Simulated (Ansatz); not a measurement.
**Zn3Sb4O6F6: gradients before and after relaxing the atoms**

Start: a refined structure from the COD, taken as it stands.

```cif
data_Zn3Sb4O6F6
_symmetry_space_group_name_H-M 'I-43m'
_symmetry_Int_Tables_number 217
_cell_length_a 8.1291
_cell_length_b 8.1291
_cell_length_c 8.1291
_cell_angle_alpha 90.000
_cell_angle_beta 90.000
_cell_angle_gamma 90.000
loop_
_atom_site_label
_atom_site_type_symbol
_atom_site_symmetry_multiplicity
_atom_site_Wyckoff_symbol
_atom_site_fract_x
_atom_site_fract_y
_atom_site_fract_z
Zn Zn 6 b 0.5000 0.0000 0.0000
Sb Sb 8 c 0.8396 0.1604 0.1604
O O 12 e 0.7496 0.0000 0.0000
F F 12 d 0.5000 0.0000 0.2500
```

One atom of each set is listed; the run and its k-mesh use a cell of 19 atoms with edges of 7.04, 7.04, 7.04 Å.

Computed with Ansatz: DFT, PBE, plane waves and PAW, scalar-relativistic, 420 eV cutoff, Γ-centred 4×4×4 k-points, Fermi–Dirac smearing 0.02 eV.

The largest force at the start is 1.1 eV/Å. Relaxing the ions at fixed cell moves them by 0.039 Å at most (atom 4, Sb) and 0.018 Å rms. End positions:

Zn (0.5000, 0.0000, 0.0000)
Sb (0.8368, 0.1632, 0.1632)
O (0.7488, 0.0000, 0.0000)
F (0.5000, 0.0000, 0.2500)

```tsv
site	moved (Å)	first shell before	first shell after	V_zz before (10²¹ V/m²)	η before
Zn	0.000	2 O at 2.03 Å, 4 F at 2.03 Å	2 O at 2.02 Å, 4 F at 2.03 Å	-2.48	0.00
Sb	0.039	3 O at 1.98 Å	3 O at 2.01 Å	-37.0	0.00
O	0.006	2 Sb at 1.98 Å, 1 Zn at 2.03 Å	2 Sb at 2.01 Å, 1 Zn at 2.02 Å	9.03	0.89
F	0.000	2 Zn at 2.03 Å, angle 180°	2 Zn at 2.03 Å, angle 180°	8.34	0.00
```

Task: What are V_zz and η after the relaxation?

Result: 

```csv
site,V_zz after,η after,change of V_zz
Zn,-3.11,0.00,-0.63
Sb,-36.2,0.00,+0.74
O,9.54,0.81,+0.51
F,7.93,0.00,-0.41
```

The largest change of V_zz is on Sb, from -37.0 to -36.2. In per cent, |V_zz| changes by +25 on Zn, -2 on Sb, +6 on O, -5 on F (all sites that start above 0.5).

Without spin–orbit coupling (the program notes it for Sb) the gradients are little affected as a rule: paired runs on crystals with a gap mostly move them by under 2 % at such atoms. With these PAW files V_zz is typically within 2 to 3 % of all-electron values, but misses above 10 % occur on Sb.
Before: At this cell the PBE pressure is 7 GPa, so with PBE the cell would grow if it were relaxed.
After: At this cell the PBE pressure is 5 GPa, so with PBE the cell would grow if it were relaxed.
